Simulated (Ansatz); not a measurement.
MgO:
```
MgO
1.0
    0.00000     2.10211     2.10211
    2.10211     0.00000     2.10211
    2.10211     2.10211     0.00000
O Mg
1 1
Direct
  0.00000   0.00000   0.00000
  0.50000   0.50000   0.50000
```

x, y and z are the axes in which the lattice vectors are written.

Q: Give the high-frequency dielectric tensor and the Born effective charge tensors of the independent atoms from DFPT, plane-wave PAW r²SCAN (Ansatz code).

A: 
ε∞:
```
3.00  0.00  0.00
0.00  3.00  0.00
0.00  0.00  3.00
```
Z* of atom 1 (O), rows: field, columns: displacement, in e:
```
-1.98   0.00   0.00
 0.00  -1.98   0.00
 0.00   0.00  -1.98
```
Z* of atom 2 (Mg), rows: field, columns: displacement, in e:
```
1.98  0.00  0.00
0.00  1.98  0.00
0.00  0.00  1.98
```

Static charges for comparison (Bader): O1 -1.74, Mg2 +1.74 e. Born charges measure polarisation by displacement and can exceed these by far.

Space group Fm-3m (rock salt). The cell was relaxed with r²SCAN under the symmetry of its start.

Potentials: the later of the program's two PAW sets.
